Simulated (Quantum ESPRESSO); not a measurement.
Ti4Pt2LiCu, finding a planted mistake in a log

A calculation, not a measurement. The program is pw.x of Quantum ESPRESSO 7.5 (plane-wave density functional theory). The cell is made up: eight metal atoms on a hexagonal close-packed lattice, with elements, volume, strain and displacements drawn at random and not relaxed, so it may be unstable or far from any real phase. PseudoDojo standard norm-conserving files set the functional (PBE unless stated); there is no spin polarisation or spin-orbit coupling, the Fermi-Dirac width of 0.25 eV means electrons at about 2900 K, and the masses in the input are unused placeholders. The copper pseudopotential is less sure than most, with forces differing by about three percent and pressure by about two GPa from a second method on plain copper. Heavy elements are run without spin-orbit coupling, which real alloys of them have. A spin test at this wide smearing found no moment, but such smearing suppresses magnetism that the real alloy may have.

Intended input:

```
&control calculation='scf', pseudo_dir='./dojo.nc.sr.pbe.v0_5.standard.upf', outdir='./o', disk_io='minimal', tprnfor=.true., tstress=.true. /
&system ibrav=0, nat=8, ntyp=4, nbnd=69, ecutwfc=92.02030273, nosym=.true., tot_charge=0,
 occupations='smearing', smearing='fd', degauss=0.0183746611
/
&electrons conv_thr=1.470e-08, electron_maxstep=70, mixing_beta=0.5 /
ATOMIC_SPECIES
Cu 1.0 Cu.upf
Li 1.0 Li.upf
Pt 1.0 Pt.upf
Ti 1.0 Ti.upf
CELL_PARAMETERS angstrom
-2.8056 -0.0012 0.0344
0.0566 4.8729 -4.4015
0.0525 -4.8781 -4.4072
ATOMIC_POSITIONS angstrom
Ti 0.0009 -0.0164 0.0634
Ti 0.1346 1.5076 -2.1522
Ti 0.0399 -0.0652 -4.4762
Pt 0.0218 1.5726 -6.6531
Pt -1.2892 -0.87 -2.3217
Ti -1.3517 -2.2681 -4.3639
Li -1.3257 -0.6237 -6.8012
Cu -1.2948 2.3928 -4.337
K_POINTS automatic
8 4 4 1 1 1
```

The log is shortened where brackets say so; the opening notice, blank lines, dates and the lines on written files are dropped, and the path of the files is cut. It prints rydbergs, bohrs and kilobars, and counts compression as positive stress. Its total energy is the free energy E - TS of the whole cell.

Log of the intended run:

```
     Program PWSCF v.7.5
     Parallel version (MPI & OpenMP), running on       4 processor cores
     Number of MPI processes:                 4
     Threads/MPI process:                     1
     [start-up lines left out]
     bravais-lattice index     =            0
     lattice parameter (alat)  =       5.3022  a.u.
     unit-cell volume          =     812.9936 (a.u.)^3
     number of atoms/cell      =            8
     number of atomic types    =            4
     number of electrons       =       106.00
     number of Kohn-Sham states=           69
     kinetic-energy cutoff     =      92.0203  Ry
     charge density cutoff     =     368.0812  Ry
     scf convergence threshold =      1.5E-08
     mixing beta               =       0.5000
     number of iterations used =            8  plain     mixing
     Exchange-correlation= PBE
                           (   1   4   3   4   0   0   0)
     [axes and pseudopotential details left out]
   Cartesian axes
     site n.     atom                  positions (alat units)
         1        Ti     tau(   1) = (   0.0003208  -0.0058450   0.0225960  )
         2        Ti     tau(   2) = (   0.0479719   0.5373134  -0.7670509  )
         3        Ti     tau(   3) = (   0.0142205  -0.0232375  -1.5953319  )
         4        Pt     tau(   4) = (   0.0077696   0.5604796  -2.3711860  )
         5        Pt     tau(   5) = (  -0.4594750  -0.3100708  -0.8274613  )
         6        Ti     tau(   6) = (  -0.4817502  -0.8083580  -1.5553078  )
         7        Li     tau(   7) = (  -0.4724837  -0.2222887  -2.4239693  )
         8        Cu     tau(   8) = (  -0.4614708   0.8528015  -1.5457206  )
     number of k points=    64  Fermi-Dirac smearing, width (Ry)=  0.0184
                       cart. coord. in units 2pi/alat
        k(    1) = (  -0.0634908   0.0000737  -0.0804182), wk =   0.0312500
        k(    2) = (  -0.0644360  -0.0718159  -0.1600193), wk =   0.0312500
     [further k points left out]
     Dense  grid:    96917 G-vectors     FFT dimensions: (  36,  75,  75)
     Estimated max dynamical RAM per process >     376.81 MB
     Estimated total dynamical RAM >       1.40 GB
     Initial potential from superposition of free atoms
     starting charge     105.9885, renormalised to     106.0000
     Starting wfcs are   72 randomized atomic wfcs
     total cpu time spent up to now is        9.0 secs
     per-process dynamical memory:   302.9 Mb
     Self-consistent Calculation
     iteration #  1     ecut=    92.02 Ry     beta= 0.50
     Davidson diagonalization with overlap
     ethr =  1.00E-02,  avg # of iterations =  3.8
     total cpu time spent up to now is       33.8 secs
     total energy              =   -1366.36396538 Ry
     estimated scf accuracy    <      35.55236227 Ry
     iteration #  2     ecut=    92.02 Ry     beta= 0.50
     Davidson diagonalization with overlap
     ethr =  1.00E-02,  avg # of iterations =  5.1
     total cpu time spent up to now is       66.3 secs
     total energy              =   -1383.59293911 Ry
     estimated scf accuracy    <     153.98085881 Ry
     [iterations 3 to 20 left out]
     iteration # 21     ecut=    92.02 Ry     beta= 0.50
     Davidson diagonalization with overlap
     ethr =  1.27E-09,  avg # of iterations =  3.0
     total cpu time spent up to now is      468.3 secs
     total energy              =   -1391.00234096 Ry
     estimated scf accuracy    <       0.00000006 Ry
     iteration # 22     ecut=    92.02 Ry     beta= 0.50
     Davidson diagonalization with overlap
     ethr =  5.85E-11,  avg # of iterations =  5.0
     total cpu time spent up to now is      492.9 secs
     End of self-consistent calculation
     [lines on levels left out]
!    total energy              =   -1391.00234096 Ry
     estimated scf accuracy    <       0.00000001 Ry
     smearing contrib. (-TS)   =      -0.12872998 Ry
     internal energy E=F+TS    =   -1390.87361098 Ry
     The total energy is F=E-TS. E is the sum of the following terms:
     one-electron contribution =    -652.63278710 Ry
     hartree contribution      =     371.04492874 Ry
     xc contribution           =    -215.23864281 Ry
     ewald contribution        =    -894.04710980 Ry
     convergence has been achieved in  22 iterations
     Forces acting on atoms (cartesian axes, Ry/au):
     atom    1 type  4   force =    -0.00184000   -0.00165128   -0.04419457
     atom    2 type  4   force =    -0.00292005    0.02542133   -0.02055627
     atom    3 type  4   force =     0.00247562    0.05467158   -0.03291230
     atom    4 type  3   force =     0.01510278   -0.03103259    0.01367491
     atom    5 type  3   force =    -0.01183658    0.04188293    0.07550785
     atom    6 type  4   force =    -0.00010789   -0.06866211   -0.03118051
     atom    7 type  2   force =     0.00270644   -0.03108862    0.04534554
     atom    8 type  1   force =    -0.00358030    0.01045875   -0.00568465
     Total force =     0.157988     Total SCF correction =     0.000839
     Computing stress (Cartesian axis) and pressure
          total   stress  (Ry/bohr**3)                   (kbar)     P=       73.18
   0.00040014   0.00000179   0.00007639           58.86        0.26       11.24
   0.00000179   0.00040043  -0.00003596            0.26       58.90       -5.29
   0.00007639  -0.00003596   0.00069177           11.24       -5.29      101.76
     init_run     :      8.46s CPU      8.82s WALL (       1 calls)
     electrons    :    472.87s CPU    483.91s WALL (       1 calls)
     forces       :      3.08s CPU      3.11s WALL (       1 calls)
     stress       :     11.05s CPU     11.06s WALL (       1 calls)
     [timing details left out]
     PWSCF        :   8m15.63s CPU   8m27.17s WALL
     JOB DONE.
```

A second run was made from an input with one planted mistake. Its log:

```
     Program PWSCF v.7.5
     Parallel version (MPI & OpenMP), running on       4 processor cores
     Number of MPI processes:                 4
     Threads/MPI process:                     1
     [start-up lines left out]
     bravais-lattice index     =            0
     lattice parameter (alat)  =       5.3022  a.u.
     unit-cell volume          =     812.9936 (a.u.)^3
     number of atoms/cell      =            8
     number of atomic types    =            4
     number of electrons       =       106.00
     number of Kohn-Sham states=           69
     kinetic-energy cutoff     =      92.0203  Ry
     charge density cutoff     =     368.0812  Ry
     scf convergence threshold =      1.5E-08
     mixing beta               =       0.5000
     number of iterations used =            8  plain     mixing
     Exchange-correlation= SLA  PW   NOGX NOGC
                           (   1   4   0   0   0   0   0)
     [axes and pseudopotential details left out]
   Cartesian axes
     site n.     atom                  positions (alat units)
         1        Ti     tau(   1) = (   0.0003208  -0.0058450   0.0225960  )
         2        Ti     tau(   2) = (   0.0479719   0.5373134  -0.7670509  )
         3        Ti     tau(   3) = (   0.0142205  -0.0232375  -1.5953319  )
         4        Pt     tau(   4) = (   0.0077696   0.5604796  -2.3711860  )
         5        Pt     tau(   5) = (  -0.4594750  -0.3100708  -0.8274613  )
         6        Ti     tau(   6) = (  -0.4817502  -0.8083580  -1.5553078  )
         7        Li     tau(   7) = (  -0.4724837  -0.2222887  -2.4239693  )
         8        Cu     tau(   8) = (  -0.4614708   0.8528015  -1.5457206  )
     number of k points=    64  Fermi-Dirac smearing, width (Ry)=  0.0184
                       cart. coord. in units 2pi/alat
        k(    1) = (  -0.0634908   0.0000737  -0.0804182), wk =   0.0312500
        k(    2) = (  -0.0644360  -0.0718159  -0.1600193), wk =   0.0312500
     [further k points left out]
     Dense  grid:    96917 G-vectors     FFT dimensions: (  36,  75,  75)
     Estimated max dynamical RAM per process >     376.81 MB
     Estimated total dynamical RAM >       1.40 GB
     Initial potential from superposition of free atoms
     starting charge     105.9895, renormalised to     106.0000
     Starting wfcs are   72 randomized atomic wfcs
     total cpu time spent up to now is        9.8 secs
     per-process dynamical memory:   296.0 Mb
     Self-consistent Calculation
     iteration #  1     ecut=    92.02 Ry     beta= 0.50
     Davidson diagonalization with overlap
     ethr =  1.00E-02,  avg # of iterations =  3.7
     total cpu time spent up to now is       35.4 secs
     total energy              =   -1367.38126208 Ry
     estimated scf accuracy    <      33.84778318 Ry
     iteration #  2     ecut=    92.02 Ry     beta= 0.50
     Davidson diagonalization with overlap
     ethr =  1.00E-02,  avg # of iterations =  5.2
     total cpu time spent up to now is       66.6 secs
     total energy              =   -1383.42951933 Ry
     estimated scf accuracy    <     149.29998409 Ry
     [iterations 3 to 20 left out]
     iteration # 21     ecut=    92.02 Ry     beta= 0.50
     Davidson diagonalization with overlap
     ethr =  7.96E-10,  avg # of iterations =  1.9
     total cpu time spent up to now is      473.9 secs
     total energy              =   -1390.84291796 Ry
     estimated scf accuracy    <       0.00000002 Ry
     iteration # 22     ecut=    92.02 Ry     beta= 0.50
     Davidson diagonalization with overlap
     ethr =  1.50E-11,  avg # of iterations =  5.7
     total cpu time spent up to now is      500.4 secs
     End of self-consistent calculation
     [lines on levels left out]
!    total energy              =   -1390.84291796 Ry
     estimated scf accuracy    <          8.5E-09 Ry
     smearing contrib. (-TS)   =      -0.12962459 Ry
     internal energy E=F+TS    =   -1390.71329338 Ry
     The total energy is F=E-TS. E is the sum of the following terms:
     one-electron contribution =    -654.11563238 Ry
     hartree contribution      =     370.56776782 Ry
     xc contribution           =    -213.11831902 Ry
     ewald contribution        =    -894.04710980 Ry
     convergence has been achieved in  22 iterations
     Forces acting on atoms (cartesian axes, Ry/au):
     atom    1 type  4   force =    -0.00248437    0.00224065   -0.04646960
     atom    2 type  4   force =    -0.00234273    0.01363083   -0.02044983
     atom    3 type  4   force =     0.00215079    0.05123872   -0.02287364
     atom    4 type  3   force =     0.01342964   -0.02321484    0.00950562
     atom    5 type  3   force =    -0.01056729    0.03732838    0.06556148
     atom    6 type  4   force =    -0.00002384   -0.06241669   -0.01835148
     atom    7 type  2   force =     0.00275597   -0.02649076    0.04253251
     atom    8 type  1   force =    -0.00291817    0.00768370   -0.00945505
     Total force =     0.139479     Total SCF correction =     0.000553
     Computing stress (Cartesian axis) and pressure
          total   stress  (Ry/bohr**3)                   (kbar)     P=      -31.15
  -0.00031427   0.00000404   0.00007280          -46.23        0.59       10.71
   0.00000404  -0.00029684  -0.00004522            0.59      -43.67       -6.65
   0.00007280  -0.00004522  -0.00002411           10.71       -6.65       -3.55
     init_run     :      8.37s CPU      8.75s WALL (       1 calls)
     electrons    :    488.52s CPU    490.62s WALL (       1 calls)
     forces       :      3.10s CPU      3.14s WALL (       1 calls)
     stress       :     11.65s CPU     11.68s WALL (       1 calls)
     [timing details left out]
     PWSCF        :   8m32.79s CPU   8m35.37s WALL
     JOB DONE.
```

Question: the log repeats what the program read. Compare it with the intended run: what was wrong in the second input?

Answer: the files are those of another functional. The input lines that differ:

```
- &control calculation='scf', pseudo_dir='./dojo.nc.sr.pbe.v0_5.standard.upf', outdir='./o', disk_io='minimal', tprnfor=.true., tstress=.true. /
+ &control calculation='scf', pseudo_dir='./dojo.nc.sr.lda.v0_4_1.standard.upf', outdir='./o', disk_io='minimal', tprnfor=.true., tstress=.true. /
```

|  | intended run | run with the mistake |
| --- | --- | --- |
| free energy (eV) | -18925.551 | -18923.382 |
| entropy term -TS, part of it (eV) | -1.751 | -1.764 |
| pressure (GPa) | 7.32 | -3.11 |
| size of the largest force component (eV/Å) | 1.941 | 1.686 |
| largest change of a force component (eV/Å) |  | 0.330 |
| iterations | 22 | 22 |

For scale, a rerun of the intended cell at a higher cutoff and on a denser mesh moved values by no more than 0.006 eV in energy, 0.13 GPa in stress and 0.009 eV/Å in force, and a second program with other atomic files agreed on that cell to 2 % rms in force and 0.5 GPa in pressure. Files of another functional or element have another zero of energy, so the energy change says nothing on stability.